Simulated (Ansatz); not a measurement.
Relaxed-ion elastic tensor of KTaO$_{3}$ (cubic perovskite, Pm-3m) in GPa (Voigt order), the program Ansatz at the r²SCAN level (PAW); density 7.01 g/cm³, 12.70 Å³ per atom.

```tsv
	1	2	3	4	5	6
1	463	83.4	83.4	0.0	0.0	0.0
2	83.4	463	83.4	0.0	0.0	0.0
3	83.4	83.4	463	0.0	0.0	0.0
4	0.0	0.0	0.0	108	0.0	0.0
5	0.0	0.0	0.0	0.0	108	0.0
6	0.0	0.0	0.0	0.0	0.0	108
```

Q: Is the crystal mechanically stable?

A: Yes: the smallest eigenvalue of C is 108 GPa.

Q: Work out the Voigt, Reuss and Hill averages.

A: K_V = 210, K_R = 210, K_H = 210; G_V = 141, G_R = 130, G_H = 136 GPa.

Q: Give Young's modulus, Poisson's ratio, Pugh's ratio and the universal anisotropy index.

A: E = 9KG/(3K + G) = 335 GPa; ν = 0.23; K/G = 1.55 (brittle by the Pugh limit of 1.75); A_U = 5G_V/G_R + K_V/K_R − 6 = 0.39.

Q: Estimate the sound speeds and the Debye temperature.

A: v_l = √((K + 4G/3)/ρ) = 7470 m/s, v_t = √(G/ρ) = 4400 m/s, mean 4870 m/s; Θ = (h/k)(3n/4πV)^(1/3) v_m = 622 K.

Q: Give the Zener ratio and Young's modulus along [100], [110] and [111].

A: A = 2C44/(C11 − C12) = 0.57; 1/E = S11 − 2(S11 − S12 − S44/2)Γ with Γ = 0, 1/4, 1/3 gives 438, 304, 276 GPa.

The cell was relaxed with r²SCAN under the symmetry of its start; phonons on a q-mesh show no instability. No spin polarisation was allowed. Scalar-relativistic: spin–orbit coupling is off unless named, which matters more the heavier the elements.

Potentials: the earlier of the program's two PAW sets.
